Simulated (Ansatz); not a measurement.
La₃InN (anti-perovskite, space group No. 221), plane-wave PAW PBE (Ansatz code), all energies at zero smearing, with the estimated change up to a 700 eV cutoff added, with one set of potentials and settings (totals compare only within such a set). Cell of 5 atoms (3 La, 1 In, 1 N): -24737.193 eV.

```tsv
element	reference phase	E (eV/atom)
La	P6_3/mmc, 4 atoms in the cell	-6250.3045
In	I4/mmm, 1 atoms in the cell	-5597.9156
N	Pa-3, 8 atoms in the cell	-384.0342
```

Formation energy per atom, worked out: (-24737.193 − 3×(-6250.3045) − 1×(-5597.9156) − 1×(-384.0342))/5 = -0.866 eV/atom (-84 kJ per mol of atoms), at 0 K, without zero-point energy or fitted corrections.

Space group Pm-3m (anti-perovskite). The workflow started from a Materials Project entry (that database holds measured and hypothetical structures alike); the Crystallography Open Database files this formula in space group No. 221, but the cells were not matched. Its standing as an ambient phase is unchecked. Symmetry was held in the PBE relaxation; whether a distortion lowers the energy is not shown. The references are the lowest solids computed at this level, not always the standard phases (solids in place of the gases). Spin–orbit coupling is left out wherever it is not named.

Potentials: the earlier of the program's two PAW sets.
